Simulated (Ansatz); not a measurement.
# CsCl-type TbSb

The computed numbers are results of PBEsol, scalar-relativistic (collinear spin) in the plane-wave PAW code Ansatz at 420 eV, 8×8×8 k-mesh, Gaussian smearing of 0.05 eV; PAW files: Ansatz's generated set soft_2.

Space group Pm-3m (No. 221). a = 3.748 Å, b = 3.748 Å, c = 3.748 Å, α = 90.00°, β = 90.00°, γ = 90.00°
| atom | site | symmetry | x | y | z |
| --- | --- | --- | --- | --- | --- |
| Tb | 1a | m-3m | 0.0000 | 0.0000 | 0.0000 |
| Sb | 1b | m-3m | 0.5000 | 0.5000 | 0.5000 |

This is a trial structure; measured cells of the compound in the Crystallography Open Database are in space group Fm-3m (rock salt).

Magnetic state: ferromagnetic, site spin moments Tb 5.85 μB.

Which orbitals carry the states at the Fermi level, and how many states are there?

Within 0.1 eV of it: Tb 4f 87 %, Tb 5d 9 % (shares among the projected shells). The Fermi level sits on a steep edge: the density of states is 9.3, 2.0 and 10.1 states/eV per cell at −0.1, 0 and +0.1 eV.

Density of states (tetrahedra, averaged over 0.4 eV; states/eV per cell of 2 atoms; energy in eV from the Fermi level; projections on Löwdin-orthogonalised atomic orbitals, summed over sites):

| E | total | Tb 4f down | Tb 4f up | Sb 5p | Tb 5d up | Tb 5d down |
| --- | --- | --- | --- | --- | --- | --- |
| -5.25 | 0.0 | 0.0 | 0.0 | 0.0 | 0.0 | 0.0 |
| -4.85 | 0.3 | 0.0 | 0.0 | 0.1 | 0.0 | 0.0 |
| -4.45 | 5.3 | 0.0 | 4.6 | 0.4 | 0.1 | 0.0 |
| -4.05 | 10.6 | 0.0 | 9.9 | 0.4 | 0.1 | 0.1 |
| -3.65 | 2.4 | 0.0 | 0.5 | 1.1 | 0.3 | 0.3 |
| -3.25 | 3.7 | 0.0 | 2.2 | 0.9 | 0.2 | 0.3 |
| -2.85 | 1.4 | 0.0 | 0.1 | 0.8 | 0.2 | 0.2 |
| -2.45 | 1.2 | 0.0 | 0.0 | 0.7 | 0.2 | 0.2 |
| -2.05 | 1.0 | 0.0 | 0.0 | 0.6 | 0.2 | 0.2 |
| -1.65 | 1.1 | 0.0 | 0.0 | 0.6 | 0.2 | 0.2 |
| -1.25 | 1.3 | 0.1 | 0.0 | 0.6 | 0.2 | 0.2 |
| -0.85 | 1.3 | 0.2 | 0.0 | 0.6 | 0.2 | 0.1 |
| -0.45 | 2.4 | 0.6 | 0.0 | 1.0 | 0.4 | 0.2 |
| -0.05 | 5.6 | 4.7 | 0.0 | 0.3 | 0.3 | 0.3 |
| 0.35 | 10.4 | 8.3 | 0.0 | 0.5 | 1.0 | 0.4 |
| 0.75 | 4.7 | 3.1 | 0.0 | 0.3 | 0.5 | 0.6 |
| 1.15 | 1.5 | 0.2 | 0.0 | 0.2 | 0.2 | 0.8 |
| 1.55 | 0.8 | 0.0 | 0.0 | 0.1 | 0.2 | 0.3 |
| 1.95 | 1.4 | 0.0 | 0.0 | 0.1 | 1.0 | 0.1 |
| 2.35 | 1.7 | 0.0 | 0.0 | 0.1 | 0.9 | 0.4 |
| 2.75 | 2.1 | 0.0 | 0.0 | 0.1 | 0.4 | 1.1 |
| 3.15 | 1.9 | 0.0 | 0.0 | 0.1 | 0.6 | 0.7 |
| 3.55 | 1.4 | 0.0 | 0.0 | 0.1 | 0.6 | 0.4 |
| 3.95 | 1.6 | 0.0 | 0.0 | 0.2 | 0.4 | 0.7 |

Formal charges Tb³⁺, Sb³⁻ leave Tb³⁺ with an open 4f⁸ shell. Nothing in this functional splits the part-filled shell enough, so f states lie at the Fermi level. Apart from the f shell, rare-earth antimonides and bismuthides of this kind are mostly semimetals, since the Tb 5d band overlaps the anion's p band.

Hund's first rule gives Tb³⁺ with 8 f electrons 6 unpaired spins, a spin moment of 6 μB; the run has 5.85 μB on Tb (atomic spheres) and 8.33 f electrons on orthogonalised orbitals. The moment is close to the ion's, so the f band is nearly fully polarised, though its occupations are fractional. Without spin–orbit coupling the orbital moment, which adds to the spin in such a shell (free ion: L = 3 beside 2S = 6), is missing, so this isn't the moment that neutrons would see.

Without a U the open 4f shell is pinned at the Fermi level, an artefact: in the real crystal it splits into occupied and empty levels away from it, and its large orbital moment is missing here. Scalar-relativistic only: spin–orbit splittings of the heavy atoms' levels are missing. The run wasn't fully tested for a lower electronic state. The order of the orbitals lowers the symmetry, along an axis that is one of several equivalent ones. Site moments are of spin, integrated over atomic spheres. Only parallel moments were tried, so the real magnetic order may be another.

The state of the open shells isn't shown to be the lowest, and forces and pressures are less sure for it.
